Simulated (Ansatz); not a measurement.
Here is an unrelaxed guess for MgBe₂SeO₂.

```
Mg Be Se O
1.0
     2.65092   -4.58979    0.00000
     2.65092    4.58979    0.00000
     0.00000    0.00000    3.00758
Mg Be Se O
1 2 1 2
Direct
  0.50000 0.50000 0.00000
  0.16696 0.83304 0.00000
  0.83304 0.16696 0.00000
  0.00000 0.00000 0.50000
  0.00000 0.50000 0.50000
  0.50000 0.00000 0.50000
```

Theory: Ansatz 0.2.0, DFT PBE, scalar-relativistic, plane waves, PAW. Settings: cutoff 420 eV, Γ-centred mesh 4×4×6 on the computed 6-atom cell, Gaussian smearing of 0.10 eV; no spin polarisation.

The zero of energy is the elements' standard structures at the same level (O₂ as a molecule); no fitted shifts are applied.

Question: How far from equilibrium is it?

Answer: The pressure is -0.2 GPa (the mean over three directions, positive in compression), the largest force is 3.22 eV/Å, and the energy is −0.31 eV/atom against the elements. The shortest distance is 2.14 Å.

Question: How much does it gain on relaxing, and where does it end?

Answer: Relaxing gains about 1.0 eV/atom (the start's value is from the coarse mesh, so the gain is rough) in 36 ionic steps and ends at −1.32 eV/atom on the finer mesh. The symmetry stays Cmmm (No. 65). The volume per atom grows by 37.2 %, from 12.2 to 16.7 Å³. The shortest distance goes from 2.14 Å (Be–O) to 1.75 Å (Be–O). Conventional cell: a = 4.793 Å, b = 16.509 Å, c = 2.539 Å. Mg is surrounded by 2 Mg at 2.54 Å and 4 Se at 2.71 Å; Be has 4 O at 1.75 Å; around Se lie 2 Se at 2.54 Å and 4 Mg at 2.71 Å; around O lie 4 Be at 1.75 Å.

The last run used an 8×8×16 mesh (in the run's order of axes) for its 6-atom cell and Gaussian smearing of 0.10 eV. No dispersion correction is applied, so the spacing and binding between layers, chains or molecules are poorly described. The reference form of Se is held partly by dispersion forces, which this level lacks. The relaxation can't lower the symmetry of the start. A structure relaxed within its symmetry needn't be a true minimum. Another cell of MgBe2SeO2 relaxed alike, in I4/mmm, lies 0.41 eV/atom lower, so this cell isn't the stable form at this level.
